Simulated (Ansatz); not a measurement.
Task: Name crystals whose computed values (LDA in the plane-wave PAW code Ansatz) fall in these windows: highest Γ mode, no LO–TO term (cm⁻¹) 290 to 370; Θ_D (K) 350 to 480.

Result: 

```tsv
crystal	highest Γ mode, no LO–TO term (cm⁻¹)	Θ_D (K)
Ti3Al, P-6m2 (Ti on 1e, Ti on 2h, Al on 1f)	324	401
ZnS, P6_3mc (Pearson symbol hP16)	348	368
TiAl, P-6m2 (Ti on 1a, Al on 1d)	345	404
PIr2, fluorite or antifluorite type	333	350
AlOs, CsCl type	330	441
```
Others may fit too.

Not the usual ambient phase: Ti3Al, P-6m2 (Ti on 1e, Ti on 2h, Al on 1f); ZnS, P6_3mc (Pearson symbol hP16); TiAl, P-6m2 (Ti on 1a, Al on 1d). Standing as an ambient phase not checked: PIr2, fluorite or antifluorite type; AlOs, CsCl type. Perhaps ordered models of mixed-site phases: Ti3Al, P-6m2 (Ti on 1e, Ti on 2h, Al on 1f); TiAl, P-6m2 (Ti on 1a, Al on 1d). All cells were relaxed under the symmetry of their starts (and spin orders); stability against distortions was not tested throughout. Rows with no word on spin ran without spin polarisation. Scalar-relativistic: spin–orbit coupling is off unless named, which matters more the heavier the elements.

Potentials: the later of the program's two PAW sets.
